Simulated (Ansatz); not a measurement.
CaO (rock salt)

```
CELL_PARAMETERS angstrom
      0.00000     2.41535     2.41535
      2.41535     0.00000     2.41535
      2.41535     2.41535     0.00000
ATOMIC_POSITIONS crystal
  O  0.00000 0.00000 0.00000
  Ca 0.50000 0.50000 0.50000
```

The slice is a {100} plane (indices of the conventional cell) through the point (0.000, 0.000, 0.000) (fractional), spanned by u = [100] and v = [0 1 -1] in vectors of this cell: u (3.42 Å) and v (3.42 Å, at 90° to u). It covers one period; positions are fractions (u, v).

All values below come from PBE (plane waves to 420 eV, PAW, scalar-relativistic; Ansatz, a first-principles code). k mesh 12×12×12. Inside the PAW spheres the values are not all-electron values, and peaks at nuclei hang on which shells count as valence. CaO was relaxed with its symmetry unable to fall.

**Question.** What is the ELF at the midpoint of the shortest O–Ca line in this plane (2.42 Å)?

**Answer.** 0.09.

**Question.** Predict the map of the electron localisation function (ELF) on the slice.

**Answer.** 
```
|xxxx999875310000013578999xxx|
|xxxx999864200000002468999xxx|
|xxx99987531000000013578999xx|
|x999997531000000000135799999|
|9999986310000111000013689999|
|9998763100013444310001367899|
|8887531001356777653100135788|
|7765310013689999986310013567|
|6543100136899999998631001345|
|43210003689999x9999863000123|
|110000158999xxxxx99985100001|
|00000036899xxxxxxx9986300000|
|00000147999xxxxxxx9997410000|
|0000014799xxxxxxxxx997410000|
|00000147999xxxxxxx9997410000|
|00000036899xxxxxxx9986300000|
|110000158999xxxxx99985100001|
|43210003689999x9999863000123|
|6543100136899999998631001345|
|7765310013689999986310013567|
|8887531001356777653100135788|
|9998763100013444310001367899|
|9999986310000111000013689999|
|x999997531000000000135799999|
|xxx99987531000000013578999xx|
|xxxx999864200000002468999xxx|
|xxxx999875310000013578999xxx|
|xxxxx9987641000001467899xxxx|
```
Scale: ten equal steps from 0.03 (start of '0') to 0.86 (end of '9'), in the order '0123456789'. Values: electron localisation function (ELF). The map has 28 points along u (one character each, u = 0 at the left) and 28 along v (v = 0 in the bottom row). Points within 0.5 Å of a nucleus are blanked (x), as the pseudised field means little there.
